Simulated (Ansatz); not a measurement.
BaTl2 in space group P6_3/mmc (No. 194; Ba on 2b, Tl on 4f), DFT-PBE in the program Ansatz with PAW potentials, all energies at zero smearing, with the estimated change up to a 700 eV cutoff added, with one set of potentials and settings (totals compare only within such a set). Cell of 6 atoms (2 Ba, 4 Tl): -57678.093 eV.

| element | reference phase | E (eV/atom) |
|---|---|---|
| Ba | Im-3m, 1 atoms in the cell | -5949.5401 |
| Tl | P6_3/mmc, 2 atoms in the cell | -11444.1498 |

Formation energy per atom, worked out: (-57678.093 − 2×(-5949.5401) − 4×(-11444.1498))/6 = -0.402 eV/atom (-39 kJ per mol of atoms), at 0 K, without zero-point energy or fitted corrections.

The workflow started from a Materials Project entry (that database holds measured and hypothetical structures alike); the Crystallography Open Database copy checked does not list it. Its standing as an ambient phase is unchecked. Symmetry was held in the PBE relaxation; whether a distortion lowers the energy is not shown. The references are the lowest solids computed at this level, not always the standard phases. Scalar-relativistic: spin–orbit coupling is off unless named, which matters more the heavier the elements.

Potentials: the later of the program's two PAW sets.
